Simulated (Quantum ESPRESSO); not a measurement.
# KSrBiWO$_{6}$: magnetic shieldings

```xyz
10
Lattice="0.0000 4.2724 4.2724 4.2724 0.0000 4.2724 4.2724 4.2724 0.0000" Properties=species:S:1:pos:R:3 pbc="T T T"
K      2.1362     2.1362     2.1362
Sr     6.4086     6.4086     6.4086
Bi     0.0000     0.0000     0.0000
W      4.2724     4.2724     4.2724
O      2.3216     4.2724     4.2724
O      4.2724     6.2232     4.2724
O      6.2232     4.2724     4.2724
O      4.2724     2.3216     4.2724
O      4.2724     4.2724     6.2232
O      4.2724     4.2724     2.3216
```
Geometry: a computed entry of the Materials Project; it was not checked against measured cells. It is KSrBiWO6 in F-43m; whether this form has been observed was not checked. Stability against distortions was not tested. Forces on the atoms reach 0.52 eV/Å at this level. The run has no spin polarisation.

Shieldings are absolute and leave out the bulk-susceptibility term; a larger σ means a smaller chemical shift. By our sweeps, such settings leave a few ppm in absolute σ on light atoms and up to some 20 ppm from Zn on. No spin–orbit coupling; Bi is the heaviest element present.

Shieldings of H and of elements past Ba are not listed.

**Question.** What do the calculations give at each independent site (shieldings by GIPAW with PBE in a modified build of Quantum ESPRESSO, on JTH PAW datasets, 22.5 Ha, k-mesh 5×5×5 shifted, f-sum rule met within 0.012 %)?

**Answer.** 
```json
[
 {"site": "K (atom 1)", "site symmetry": "-43m", "σ_iso (ppm)": "1197"},
 {"site": "Sr (atom 2)", "site symmetry": "-43m", "σ_iso (ppm)": "3141"},
 {"site": "Bi (atom 3)", "site symmetry": "-43m", "σ_iso (ppm)": "–"},
 {"site": "W (atom 4)", "site symmetry": "-43m", "σ_iso (ppm)": "–"},
 {"site": "O (atoms 5, 6, 7, 8, 9, 10)", "site symmetry": "2mm", "σ_iso (ppm)": "-160"}
]
```
